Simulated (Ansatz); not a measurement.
This cell of NiSi$_{2}$ (fluorite type, space group Fm-3m) is off equilibrium:

```xyz
3
Lattice="0.0000 2.6935 2.6935 2.6935 0.0000 2.6935 2.6935 2.6935 0.0000" Properties=species:S:1:pos:R:3 pbc="T T T"
Ni     0.0000     0.0000     0.0000
Si     0.9967     0.9967     1.3467
Si     4.0402     4.0402     4.0402
```

Method: r2SCAN (plane waves to 500 eV, PAW, scalar-relativistic; Ansatz, a quantum-chemistry and plane-wave program). k mesh 12×12×12 (Γ-centred), Fermi-Dirac smearing 0.05 eV. The energy includes the smearing's −TS. Stress and pressure are positive under compression. With partly filled bands, energies and forces of such displacements shift with the k mesh and the smearing. On this mesh the relaxed cell isn't quite at rest: it carries a pressure of -0.3 GPa (compression positive) at the zero of the scan. NiSi2 is run without spin polarisation. NiSi2 was relaxed with its symmetry unable to fall.

Q: Predict the force on every atom, in eV/Å.

A: 
| atom | Fx | Fy | Fz |
|---|---|---|---|
| Ni1 | -2.382 | -2.382 | -2.699 |
| Si2 | 3.608 | 3.608 | 2.529 |
| Si3 | -1.226 | -1.226 | 0.170 |

Q: What is the stress tensor (GPa)?

A: 
```
   14.9      9.2     13.5
    9.2     14.9     13.5
   13.5     13.5     13.2
```
The pressure, a third of the trace, is 14.3 GPa.

Q: In it atom 2 sits (-0.350, -0.350, 0.000) Å away from its relaxed site. What is its energy relative to the relaxed cell?

A: 1154 meV/cell.

(For displaced atoms, the force is minus the slope of the energy, and its curvature is a force constant, which sets phonon frequencies.)
